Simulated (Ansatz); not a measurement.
## Ga2Si: reading a single point

```
CELL_PARAMETERS angstrom
0.00000 3.97989 0.00000
6.46320 -1.98995 0.00000
0.00000 0.00000 -4.11974
ATOMIC_POSITIONS crystal
Ga 0.20000 0.40000 0.50000
Ga 0.80000 0.60000 0.50000
Si 0.36000 0.72000 0.00000
Si 0.64000 0.28000 0.00000
Ga 0.50000 0.00000 0.50000
Ga 0.00000 0.00000 0.00000
```

The numbers come from plane-wave PAW DFT (Ansatz): PBEsol, spin-orbit coupling, 420 eV, 5×5×5 Γ-centred k points, methfessel-paxton occupations (width 0.2329 eV). Nothing was relaxed.

The state carries no moments; the state need not be the lowest.

Question: Give the Bader charges.

Answer: Bader charges in e: Ga +0.09, Si -0.19. In the mean Ga gives up most and Si takes most.

Question: What is the formation energy?

Answer: 0.31 eV an atom against the elements' usual phases (free molecules for gases, crystals otherwise, with no correction for O₂ or N₂), so at this geometry it isn't bound against them. Relaxing would lower it.

Question: Where is the largest force?

Answer: The largest is on Ga2 (and as large on other atoms): 1.45 eV/Å, components (1.45, 0.00, 0.00). It makes 123° with the line to a nearest neighbour, Ga1 at 2.37 Å.

Question: What does the stress say?

Answer: The pressure is -0.4 GPa (compression positive), so with the atoms held at these fractions the cell is close to zero pressure; the forces are large, so a full relaxation may end otherwise. The principal stresses -5.9, 1.0, 3.6 GPa differ, so its shape would change too.

Question: What happens at the Fermi level?

Answer: It is a metal, with about 3.1 states/eV a cell as the mean within 0.25 eV of the Fermi level, mostly Ga p (42 %), Si p (31 %) and Ga s (17 %).

Origin: a known structure type with other elements, at an estimated volume, so it need not be a known compound. Caveats: the k mesh is coarse if the cell is a metal; wide smearing.
